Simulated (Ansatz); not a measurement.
This run works on a generated trial structure, not on a known crystal.

Input and command of a plane-wave DFT calculation in Ansatz:

```yaml
crystal:
  lattice:
    - [4.01745459, 0.0, 0.0]
    - [0.0, 4.01745459, 0.0]
    - [0.0, 0.0, 8.03740662]
  atoms:
    - { symbol: Ni, position: [0.0, 0.0, 0.0], spin: 2.0 }
    - { symbol: Ge, position: [0.5, 0.5, 0.0] }
    - { symbol: Ge, position: [0.5, 0.5, 0.5] }
    - { symbol: Ge, position: [0.5, 0.0, 0.25006393] }
    - { symbol: Ge, position: [0.5, 0.0, 0.74993607] }
    - { symbol: Ge, position: [0.0, 0.5, 0.25006393] }
    - { symbol: Ge, position: [0.0, 0.5, 0.74993607] }
    - { symbol: Pd, position: [0.0, 0.0, 0.5] }
basis:
  ecutwfc: 420
kpoints:
  mp_grid: { grid: [4, 4, 2] }
hamiltonian:
  xc: pbe
scf:
  occupations: { method: gaussian, width: 0.2 }
  lower_state_search: "off"
output:
  forces: true
  stress: true
  eigenvalues: true
  populations: true
magnetization:
  spin_polarized: true
relax:
  adjacent_minimum: "off"
  f_tol: 0.08
  max_steps: 16
  cell: { stress_tol: 0.8 }
```

```bash
ansatz run input.yaml --threads 1 --pin off --max-ram 2560MiB --backend cpu --events-out ev --progress --plain --runs-dir out
```

Processor: Intel(R) Xeon(R) Processor @ 2.70GHz, 1 thread, on a host shared with other jobs.

Question: Estimate time, memory and problem size.

Answer: About 110 s, peak memory 0.6 GiB. It solves 74 bands at 12 k points (after reduction by symmetry) with about 2699 plane waves (on the last cell), in 59 SCF iterations over 4 ionic steps.
